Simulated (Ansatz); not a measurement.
A 3-atom cell of PbF2 started from a crystallographic database, relaxed with r2SCAN+rVV10, was run in Ansatz under altered settings. All numbers are computed, without spin polarisation but where a row says otherwise.

```
CELL_PARAMETERS angstrom
0.00000 2.94581 2.94581
2.94581 0.00000 2.94581
2.94581 2.94581 0.00000
ATOMIC_POSITIONS crystal
Pb 0.00000 0.00000 0.00000
F 0.25000 0.25000 0.25000
F 0.75000 0.75000 0.75000
```

The base run's other keys:
```yaml
kpoints:
  mp_grid: { grid: [6, 6, 6] }
hamiltonian:
  xc: pbe
scf:
  occupations: { method: fixed }
  n_extra_bands: 4
```

It takes 6 iterations with 965 plane waves at 420 eV and 16 k points, and leaves a mean stress of +4.18 GPa. The gap over this mesh is 4.441 eV.

Outcomes, with energy and stress as changes against the base:
```
                                    setting            outcome  ΔF (meV/atom)  Δ mean stress (GPa)  gap on the mesh (eV)  iterations
                      scf.mixing.beta: 0.05          converged            0.0                 0.00                 4.441          10
           scf.occupations: fermi_dirac 0.5          converged           -3.1                +0.03                 4.446           6
            kpoints.mp_grid.grid: [1, 1, 1]          converged           +170                +2.44                 8.065           7
            kpoints.mp_grid.grid: [3, 3, 3]          converged           +0.2                 0.00                 4.677           6
                         basis.ecutwfc: 900          converged           -4.6                 0.00                 4.441           6
                 hamiltonian.dispersion: d2            refused              –                    –                     –           –
                       scf.mixing.beta: 5.0            refused              –                    –                     –           –
               scf.occupations: tetrahedron  converged, warned            0.0                    –                 4.441           6
     kpoints.mp_grid.shift: [0.5, 0.5, 0.5]  converged, warned           -0.1                 0.00                 4.560           6
                         basis.ecutwfc: 500          converged           -3.1                +0.01                 4.441           6
              hamiltonian.dispersion: rvv10            refused              –                    –                     –           –
            kpoints.mp_grid.grid: [0, 4, 4]            refused              –                    –                     –           –
                       hamiltonian.xc: b3pw            refused              –                    –                     –           –
hamiltonian.xc: r2scan (cutoff then 500 eV)          converged              –                -2.98                 4.959           7
```
A dash marks a value that wasn't obtained or can't be compared. Stress is positive in compression. Its mean hides that meshes of lower symmetry stress the axes unequally.

- kpoints.mp_grid.grid: [1, 1, 1]. The free energy moves by +170 meV an atom, the mean stress by +2.44 GPa and the gap on the mesh by +3.624 eV (to 8.065). The gap changes mostly because other points are sampled; a mesh that misses a band edge overestimates it. The mesh is too coarse.
- kpoints.mp_grid.grid: [3, 3, 3]. The free energy moves by +0.2 meV an atom, the mean stress by 0.00 GPa and the gap on the mesh by +0.236 eV (to 4.677). The gap changes mostly because other points are sampled; a mesh that misses a band edge overestimates it. The mesh is too coarse.
- hamiltonian.dispersion: d2. It is rejected at once. Error: YAML parse error: line 14 column 15: hamiltonian.dispersion: `d2` is not `none`, `rvv10`, `d3bj`, `d3bjatm`, `d4` or a map `{method: …, s8: …, a1: …, a2_bohr: …}` (numbers without units, a2 in bohr) or `{method: …, functional: …}`
- scf.mixing.beta: 5.0. It is rejected at once. Error: invalid value for `scf.mixing.beta`: must be finite and in (0, 1]; got 5
- scf.occupations: tetrahedron. Energy, stress and gap stay within 1 meV an atom, 0.1 GPa and 0.005 eV of the base. Warned: band table not solved further, tetrahedron derivatives may miss energy slope.
- kpoints.mp_grid.shift: [0.5, 0.5, 0.5]. The free energy moves by -0.1 meV an atom, the mean stress by 0.00 GPa and the gap on the mesh by +0.118 eV (to 4.560). The mesh breaks the crystal's symmetry, so the stress, and any force that symmetry no longer fixes, lose it too. The gap changes mostly because other points are sampled; a mesh that misses a band edge overestimates it. Warned: symmetry narrowed by mesh.
- hamiltonian.dispersion: rvv10. It is rejected at once. Error: inconsistent input (hamiltonian.dispersion, hamiltonian.xc): `dispersion: rvv10` has no transferable b for PBE exchange — Sabatini et al. (2013) fitted b=6.3 to rPW86, and the PBE refits of Peng & Perdew (2017) are task-dependent (b=6.6 S22 / b=10.0 layered). Use `xc: {exchange: rpw86, correlation […]
- kpoints.mp_grid.grid: [0, 4, 4]. The input is refused before any iteration. Error: invalid value for `kpoints.mp_grid.grid`: each dimension must be in 1..=255
- hamiltonian.xc: b3pw. The input is refused before any iteration. Error: YAML parse error: line 13 column 7: hamiltonian.xc: unknown variant `b3pw`, expected one of […]
- hamiltonian.xc: r2scan. The cutoff follows the functional, from 420 to 500 eV. The mean stress moves by -2.98 GPa and the gap on the mesh by +0.518 eV (to 4.959). It's another functional on the same cell, so totals aren't comparable.

Within 1 meV an atom, 0.1 GPa and 0.005 eV of the base stay: scf.mixing.beta: 0.05; scf.occupations: tetrahedron.

Spin-orbit coupling is left out; in compounds of Pb, Bi, Tl or Hg it can lower a gap by up to about 1 eV, split its edges or invert the bands.
